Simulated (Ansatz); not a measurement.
Si$_{3}$N$_{4}$ in space group P6_3/m (No. 176; Si on 6h, N on 2c, N on 6h), plane-wave PAW PBEsol (Ansatz code). The conduction-band minimum lies at Γ, with 1 equivalent valley. Second derivatives d²E/dk² of the lowest band at one valley (eV·Å²), along Cartesian directions:

```
direction  d²E/dk²
---------  -------
[100]        5.415
[010]        5.415
[001]        35.37
[110]        5.415
[101]        20.39
[011]        20.39
```

**Question.** Find the principal effective masses, the density-of-states mass and the conductivity mass.

**Answer.** Off-diagonal terms follow from H_xy = H[110] − (H_xx + H_yy)/2, and m*/mₑ = 7.620 eV·Å² over each eigenvalue: 0.22, 1.4, 1.4. One valley's DOS mass (m₁m₂m₃)^(1/3) = 0.75, conductivity mass 3/(Σ 1/mᵢ) = 0.49 mₑ.

**Question.** What effective density of states Nc follows at 300 K for parabolic valleys?

**Answer.** Nc = 2.509e19 × 1 × (0.75)^(3/2) ≈ 1.6e19 cm⁻³.

**Question.** With the computed static dielectric constant 8.26 (mean of the diagonal), estimate a hydrogenic donor's binding energy and radius.

**Answer.** E = 13.606 eV × 0.49/8.26² ≈ 98 meV; a = 0.529 Å × ε/m* ≈ 8.9 Å. Semilocal masses tend to be too small where the gap is.

The PBEsol relaxation kept the symmetry of its start; of distortions, only those at the zone centre were tested.

Potentials: the later of the program's two PAW sets.
